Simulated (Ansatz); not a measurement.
**A vibration from a frozen displacement in YS**

Theory: DFT PBEsol, scalar-relativistic, plane waves, PAW in Ansatz 0.2.0. The runs took a 420 eV cutoff, a Γ-centred 16×16×16 mesh and Gaussian smearing (0.15 eV). No spin polarisation. Energies are free energies at this smearing, counted from the undisturbed cell; pressure is positive in compression.

The undisturbed cell (as given, not relaxed at this level; it stands at -1.5 GPa, and it needn't be the usual structure):

```yaml
crystal:
  lattice:
    - [0.00000, 2.74365, 2.74365]
    - [2.74365, 0.00000, 2.74365]
    - [2.74365, 2.74365, 0.00000]
  atoms:
    - { symbol: Y, position: [0.50000, 0.50000, 0.50000] }
    - { symbol: S, position: [0.00000, 0.00000, 0.00000] }
```

Every S atom is moved by x along the Cartesian unit vector (0.000, 0.000, -1.000); the cell and all other atoms stay fixed. The cell's volume is 41.31 Å³; the moved atoms weigh 32.060 u together and the others 88.906 u. Some rows repeat others by symmetry and weren't run.

| x (Å) | ΔE (meV/cell) | total force on the moved atoms along the move (eV/Å) | pressure (GPa) |
| --- | --- | --- | --- |
| -0.5000 | 1166.54 | 5.7325 | 11.2814 |
| -0.4375 | 845.65 | 4.5748 | 7.9982 |
| -0.3750 | 590.69 | 3.6060 | 5.2793 |
| -0.3125 | 392.45 | 2.7624 | 3.0917 |
| -0.2500 | 242.41 | 2.0599 | 1.3730 |
| -0.1875 | 132.73 | 1.4642 | 0.0832 |
| -0.1250 | 57.89 | 0.9400 | -0.8160 |
| -0.0625 | 14.31 | 0.4597 | -1.3486 |
| 0.0000 | 0.00 | 0.0000 | -1.5251 |
| 0.0625 | 14.31 | -0.4597 | -1.3486 |
| 0.1250 | 57.89 | -0.9400 | -0.8160 |
| 0.1875 | 132.73 | -1.4642 | 0.0832 |
| 0.2500 | 242.41 | -2.0599 | 1.3730 |
| 0.3125 | 392.45 | -2.7624 | 3.0917 |
| 0.3750 | 590.69 | -3.6060 | 5.2793 |
| 0.4375 | 845.65 | -4.5748 | 7.9982 |
| 0.5000 | 1166.54 | -5.7325 | 11.2814 |

**Question.** What frequency belongs to this motion?

**Answer.** The force constant is k = −dF/dx = 7.355 eV/Å², from the parabola through x = -0.0625, 0 and 0.0625. In every cell the moved atoms swing against the rest, so the mass is μ = m₁m₂/(m₁ + m₂) = 23.563 u, and ν̃ = 521.5 cm⁻¹ × √(|k|/μ) = 291 cm⁻¹, at this cell's pressure of -1.5 GPa. To first order in x, and within 1 %, the force on every atom lies along the move and, within each of the two groups, in proportion to the atom's mass, so this is itself a mode at the zone centre of this cell.

**Question.** How far does the harmonic law reach?

**Answer.** At x = -0.500 Å, kx²/2 = 919.40 meV against the computed 1166.54 meV (+26.9 %): the well stiffens in this direction at large amplitude.

**Question.** The pressure changes with x². What does that say about the frequency under compression?

**Answer.** With E = k(V)x²/2, k ∝ V^(−2γ) and x scaling with the cell as V^(1/3), P − P0 = −∂E/∂V = (2γ − 2/3) ΔE/V. At x = 0.1250 Å, V(P − P0) = 41.31 × 0.70908 / 160.2 eV = 182.81 meV and ΔE = 57.89 meV, so γ = 1/3 + V(P − P0)/(2ΔE) = 1.91. This is the Grüneisen parameter of the motion under uniform scaling of the cell: shrinking the cell evenly by 1 % in volume raises the frequency by about 1.91 %.

In a metal these slopes depend on the k mesh and the smearing.